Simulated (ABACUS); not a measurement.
A series of runs on BaTiO₃ (Pm-3m, 5 atoms in the cell; from Materials Project mp-2998, lattice scaled a little)

```
BaTiO3
1.0
    3.98644     0.00000     0.00000
    0.00000     3.98644     0.00000
    0.00000     0.00000     3.98644
Ba Ti O
1 1 3
Cartesian
  1.99322   1.99322   1.99322
  0.00000   0.00000   0.00000
  1.99322   0.00000   0.00000
  0.00000   1.99322   0.00000
  0.00000   0.00000   1.99322
```

Base run A: PBE, PseudoDojo 0.5 standard norm-conserving PBE (tails mended) pseudopotentials (ABACUS 3.10.1), self-consistent single point.

Its settings: KPT = Gamma 6 6 6 0 0 0; basis_type = pw; ecutwfc = 84 Ry; smearing_method = gaussian; smearing_sigma = 0.00146997 Ry; potentials = PseudoDojo 0.5 standard norm-conserving PBE (tails mended); symmetry = 1; symmetry_prec = 1e-05; ks_solver = dav_subspace; scf_nmax = 100; scf_thr = 1.0e-09 Ry; mixing_type = pulay.

The structure comes from a collection of computed structures, made at another level of theory; the collection holds predicted forms beside known ones. Its lattice was then scaled.

ΔF is the free energy per atom less that of run A. 

| run | change | ΔF (meV/atom) | pressure (GPa) | largest force (eV/Å) | gap on the mesh (eV) | k-points |
|---|---|---|---|---|---|---|
| A | base | 0.00 | 3.77 | 0.000 | 1.852 | 20 |
| B | atom 1 moved by -0.15 angstrom along y | 14.2 | 4.44 | 0.958 | 1.834 | 40 |
| C | atom 1 moved by -0.08 angstrom along y | 4.0 | 3.96 | 0.504 | 1.847 | 40 |
| D | atom 1 moved by -0.04 angstrom along y | 1.00 | 3.82 | 0.251 | 1.851 | 40 |
| E | atom 1 moved by +0.04 angstrom along y | 1.00 | 3.82 | 0.251 | 1.851 | 40 |
| F | atom 1 moved by +0.08 angstrom along y | 4.0 | 3.96 | 0.504 | 1.847 | 40 |
| G | atom 1 moved by +0.15 angstrom along y | 14.2 | 4.44 | 0.958 | 1.834 | 40 |

Run G against A: The free energy rises by 14.2 meV/atom, the pressure goes from 3.77 to 4.44 GPa, the largest force goes from 0.000 to 0.958 eV/Å and the gap on the mesh goes from 1.852 to 1.834 eV.

Run E against A: The free energy goes up by 1.0 meV/atom, the pressure hardly changes (3.77 to 3.82 GPa), the largest force goes from 0.000 to 0.251 eV/Å and the gap on the mesh hardly changes (1.852 to 1.851 eV).

“Tails mended”: in these copies of the files the far tail of each local potential was reset to the Coulomb form.
